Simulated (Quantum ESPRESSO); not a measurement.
```xyz
10
Lattice="3.6402 -5.0463 0.0000 3.6402 5.0463 0.0000 0.0000 0.0000 7.4147" Properties=species:S:1:pos:R:3 pbc="T T T"
S      1.6713    -1.5876     3.7170
S      5.6090     1.5876     0.0096
S      5.6090    -1.5876     3.7170
S      1.6713     1.5876     0.0096
S      3.6402    -3.0197     6.2558
S      3.6402     3.0197     2.5484
K      3.6402     0.8165     4.8714
K      3.6402    -0.8165     1.1640
K      3.6402    -3.9785     2.8725
K      3.6402     3.9785     6.5799
```

The geometry is that of Materials Project entry mp-7667, symmetrised and not relaxed again.

Task: What does PBEsol (Quantum ESPRESSO, PseudoDojo norm-conserving, 74 Ry, without SOC) give for the electronic structure near the Fermi level?

Result: The PBEsol gap is 1.22 eV; at least one edge lies off the plotted path, at a point of the SCF mesh. The smallest direct gap is 1.30 eV. Another valence extremum on the path lies within 0.02 eV, too close to call. 

Letters of k points follow the standard setting of the lattice, whose axes may be ordered differently from the printed cell.
